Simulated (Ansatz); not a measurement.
K$_{3}$MnCrO$_{8}$:
```
K3MnCrO8
1.0
    2.87746     1.66130     7.05508
   -2.87746     1.66130     7.05508
    0.00000    -3.32260     7.05508
K Mn Cr O
3 1 1 8
Direct
  0.29541   0.29541   0.29541
  0.70077   0.70077   0.70077
  0.50726   0.50726   0.50726
  0.09418   0.09418   0.09418
  0.90867   0.90867   0.90867
  0.76647   0.22030   0.22030
  0.22030   0.76647   0.22030
  0.22030   0.22030   0.76647
  0.24488   0.78070   0.78070
  0.78070   0.24488   0.78070
  0.78070   0.78070   0.24488
  0.16917   0.16917   0.16917
  0.83119   0.83119   0.83119
```

This is the r²SCAN-relaxed structure. Tensor components refer to the Cartesian frame of this cell.

### Question
All from DFT-r²SCAN in the program Ansatz with PAW potentials, unless another level is named. Give the band gap.

### Answer
1.07 eV (indirect).

### Question
Predict the smallest direct gap on the standard path.

### Answer
1.11 eV.

### Question
What about the conduction-band minimum?

### Answer
off the standard path, at k = (0.125, 0.125, -0.438).

Space group R3m. The workflow started from a Materials Project entry (that database holds measured and hypothetical structures alike); the Crystallography Open Database copy checked does not list it. Its standing as an ambient phase is unchecked. The cell was relaxed with r²SCAN under the symmetry of its start; whether a distortion lowers the energy is not shown. The run is not spin-polarised. No Hubbard U is applied.

Potentials: the later of the program's two PAW sets.
